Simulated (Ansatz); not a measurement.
CoPtRh:
Space group P3m1 (No. 156); a = b = 2.688 Å, c = 6.541 Å, α = β = 90.00°, γ = 120.00°

| atom | site | symmetry | x | y | z |
|---|---|---|---|---|---|
| Co | 1a | 3m. | 0.0000 | 0.0000 | 0.9935 |
| Pt | 1b | 3m. | 0.3333 | 0.6667 | 0.3209 |
| Rh | 1c | 3m. | 0.6667 | 0.3333 | 0.6856 |
The run is spin-polarised.

Relaxed at zero pressure with DFT-r²SCAN in the program Ansatz with PAW potentials.

Q: The volume is lowered by 3 % and shape and atoms relax at that volume. What pressure results, and how do the axes share the change?

A: 8.0 GPa; a -0.9 %, b -0.9 %, c -1.1 %; the energy rises by 10 meV/atom.

Q: Give the new structure.

A: 
Space group P3m1 (No. 156); a = 2.6623 Å, b = 2.6623 Å, c = 6.4664 Å, α = 90.00°, β = 90.00°, γ = 120.00°

```csv
atom,site,symmetry,x,y,z
Co,1a,3m.,0.0000,0.0000,0.9938
Pt,1b,3m.,0.3333,0.6667,0.3213
Rh,1c,3m.,0.6667,0.3333,0.6849
```

The phase is kept; no other phase was compared at this pressure.

The start of the workflow was typed in or built on a structure type; neither database checked (COD, Materials Project) lists it. Whether it is the stable phase at ambient conditions was not checked. The cell was relaxed with r²SCAN under the symmetry of its start; whether a distortion lowers the energy is not shown. The final state is ferromagnetic, chosen from 3 collinear starts compared on coarse meshes (ties went to the first, and starts can fall back to one state), not a proven ground state. Other orbital occupations within this spin state were not tried. Axis ratios of metals converge slowly with the k-mesh, so a and c are less sure than the volume. Scalar-relativistic: spin–orbit coupling is off unless named, which matters more the heavier the elements.

Potentials: the earlier of the program's two PAW sets.
